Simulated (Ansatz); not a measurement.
ZnO (wurtzite)

```yaml
crystal:
  lattice:
    - [3.23524, 0.00000, 0.00000]
    - [-1.61762, 2.80180, 0.00000]
    - [0.00000, 0.00000, 5.21128]
  atoms:
    - { symbol: Zn, position: [0.66667, 0.33333, 0.00243] }
    - { symbol: Zn, position: [0.33333, 0.66667, 0.50243] }
    - { symbol: O, position: [0.66667, 0.33333, 0.62277] }
    - { symbol: O, position: [0.33333, 0.66667, 0.12277] }
```

Two coordinates are scanned: the volume, and the ratio of the stretch along z (the conventional c axis) to the stretch across it. Atoms keep their fractional coordinates.

The numbers are results of r2SCAN (plane waves to 500 eV, PAW, scalar-relativistic; Ansatz, an electronic-structure program), not measurements. k mesh 12×12×7 (Γ-centred), Fermi-Dirac smearing 0.05 eV. Compression counts positive. As the atoms are clamped, bonds stretch with the cell, which overstates energies and stresses. The PAW data are Ansatz's earlier set. ZnO was relaxed with its symmetry unable to fall.

At one point of the scan the stress tensor (GPa) is:

```
   10.4      0.0      0.0
    0.0     10.4      0.0
    0.0      0.0    -12.9
```

Problem. Which point is it?
A. V/V₀ = 0.960, (c/a)/(c/a)₀ = 1.060
B. V/V₀ = 1.040, (c/a)/(c/a)₀ = 1.060
C. V/V₀ = 0.920, (c/a)/(c/a)₀ = 1.120
D. V/V₀ = 1.000, (c/a)/(c/a)₀ = 1.120

Solution. D, V/V₀ = 1.000, (c/a)/(c/a)₀ = 1.120

(Under strain, the slope of the energy per volume gives the stress and its curvature an elastic modulus.)
